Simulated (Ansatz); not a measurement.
Mg, first-principles data

Mg:
```
CELL_PARAMETERS angstrom
      5.69262     0.00000     0.00000
      0.00000     5.69262     0.00000
      0.00000     0.00000     5.69262
ATOMIC_POSITIONS crystal
  Mg 0.00000 0.00000 0.00000
  Mg 0.50000 0.50000 0.50000
  Mg 0.25000 0.00000 0.50000
  Mg 0.75000 0.00000 0.50000
  Mg 0.50000 0.25000 0.00000
  Mg 0.50000 0.75000 0.00000
  Mg 0.00000 0.50000 0.25000
  Mg 0.00000 0.50000 0.75000
```

Space group Pm-3n (No. 223), A15 (β-W type); conventional cell a = 5.693 Å, b = 5.693 Å, c = 5.693 Å, α = 90.00°, β = 90.00°, γ = 90.00°.

Method: plane-wave PAW r²SCAN (Ansatz code). The cell and atoms are relaxed at this level. Other levels are named where they apply.

Cell and energy:

```yaml
volume_per_atom: 23.06 Å³
density: 1.75 g/cm³
```

Electronic structure:

```yaml
electronic_character: metallic (no gap)
Density of states at the Fermi level: 0.31 states/eV per atom (mean over ±0.08 eV)
```

Mechanics:

```yaml
Bulk modulus (Birch–Murnaghan fit): 37.3 GPa
Pressure derivative B′: 3.8
Elastic constants (relaxed ions, GPa): C11 = 84.9, C12 = 13.8, C44 = 5.8
mechanical_stability: stable (all eigenvalues of C positive)
hill_bulk_and_shear_moduli: 37.5 and 13.3 GPa
Young's modulus: 35.6 GPa
Poisson's ratio: 0.34
debye_temperature_from_the_elastic_constants: 323 K
```

The start of the workflow was typed in or built on a structure type; neither database checked (COD, Materials Project) lists it. It is not the phase usual at ambient conditions (space group No. 194). The cell was relaxed with r²SCAN under the symmetry of its start; its stability against distortions is not shown here. As this level gives no gap, shear constants depend on the k-mesh and smearing (Fermi–Dirac, 0.1 eV here).

Potentials: the later of the program's two PAW sets.
